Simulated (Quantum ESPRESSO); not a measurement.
# Moving one atom in Si6NGa

Calculated results; nothing here was measured. They come from pw.x of Quantum ESPRESSO 7.5, a plane-wave density functional program, with PseudoDojo standard norm-conserving files (v0.5 for PBE, v0.4.1 for LDA and PBEsol). The cells are made up: elements, strain and atom displacements were drawn at random, and nothing was relaxed. There is no spin polarisation, spin-orbit coupling or dispersion term.

The cell has 8 sites of a zincblende or diamond lattice. Sites 1 to 4 hold Si Si Si N; sites 5 to 8 hold Si Ga Si Si. Cell vectors in Å: (5.323, 0.000, 0.000); (0.000, 5.323, 0.000); (0.000, 0.000, 5.323). Settings: PBE, cutoff 1143 eV, 6 x 6 x 6 k mesh shifted by half a step, Fermi-Dirac smearing of 0.1 eV.

Each run shifts the Si atom on site 7 along y and leaves all else fixed. Site 4 is one of its nearest neighbours. E is the free energy of the cell above the lowest run shown.

```
run  shift (Å)  Fy on site 7 (eV/Å)  Fy on site 4 (eV/Å)  P (GPa)  E (meV)
  1    -0.1510                3.938               -0.550     2.79    700.0
  2    -0.0640                3.008               -0.569     2.09    397.4
  3    -0.0229                2.549               -0.568     1.81    283.1
  4     0.0759                1.422               -0.541     1.27     86.8
  5     0.1067                1.068               -0.526     1.14     48.4
  7     0.1838                0.191               -0.471     0.91      0.0
  6     0.1226                    ?                    ?        ?        ?
```

A rerun of one of these cells at 1437 eV and k mesh 8 x 8 x 8 moved values by no more than 0.003 eV in the cell's energy, 0.04 GPa in stress and 0.011 eV/Å in force.

## Worked fit

A parabola through the six runs shown gives Fy on site 7 = 2.287 - 11.19 u - 1.4 u² eV/Å, with u in Å and a scatter of 0.012 eV/Å. Minus the slope, 11.19 ± 0.17 eV/Å², is this atom's force constant along y at u = 0, with its periodic images moving too. The fitted force does not vanish within the range. The error is the larger of the fit's own and the change that a cubic makes, rounded up.

## Withheld run

Question: what Fy on site 7 should run 6 give?

The fit gives 0.894 eV/Å. The calculation gave 0.886 eV/Å.

```
run,shift (Å),Fy on site 7 (eV/Å),Fy on site 4 (eV/Å),P (GPa),E (meV)
6,0.1226,0.886,-0.516,1.08,32.9
```